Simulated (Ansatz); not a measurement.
GaP:
```cif
data_GaP
_chemical_formula_sum 'P1 Ga1'
_space_group_name_H-M_alt 'P 1'
_space_group_IT_number 1
_cell_length_a 3.89332
_cell_length_b 3.89332
_cell_length_c 3.89332
_cell_angle_alpha 60.000
_cell_angle_beta 60.000
_cell_angle_gamma 60.000
loop_
_space_group_symop_operation_xyz
  'x, y, z'
loop_
_atom_site_label
_atom_site_type_symbol
_atom_site_fract_x
_atom_site_fract_y
_atom_site_fract_z
_atom_site_occupancy
P1 P 0.75000 0.75000 0.75000 1
Ga1 Ga 0.00000 0.00000 0.00000 1
```

Relaxed with PBE. PBE (plane waves, PAW; program Ansatz) gives a gap of 1.58 eV.

### Question
What gap does HSE06 give on the same cell (Ansatz, PAW)?

### Answer
2.35 eV, 0.77 eV more. The hybrid was solved on a coarser mesh and at special points; its gap is the smallest among all of these.

```
k  v1 PBE  c1 PBE    v1 HSE06    c1 HSE06
-  ------  ------  ----------  ----------
Γ    0.00    1.58  (withheld)  (withheld)
X   -2.58    1.72       -2.82        2.35
L   -1.07    1.58  (withheld)  (withheld)
W   -3.28    4.69  (withheld)  (withheld)
K   -2.17    2.22  (withheld)  (withheld)
```

### Question
Top valence (v1) and lowest conduction level (c1) in eV from each method's valence maximum (which need not be a listed point): supply the withheld HSE06 values.

### Answer

- W, v1 HSE06: -3.54
- W, c1 HSE06: 5.49
- K, v1 HSE06: -2.36
- K, c1 HSE06: 2.94
- Γ, v1 HSE06: 0.00
- Γ, c1 HSE06: 2.53
- L, v1 HSE06: -1.17
- L, c1 HSE06: 2.40

Cost on shared cores: the PBE run (SCF on a 9×9×9 mesh, then bands and DOS) around 18 core-seconds (rough), the HSE06 run (SCF on 6×6×6, then a few points) around 2.2 core-minutes (rough); the tasks are unlike.

Space group F-43m (zinc blende). Symmetry was held in the PBE relaxation; phonons on a q-mesh show no instability. Scalar-relativistic: spin–orbit coupling is off unless named, which matters more the heavier the elements.

Potentials: the later of the program's two PAW sets.
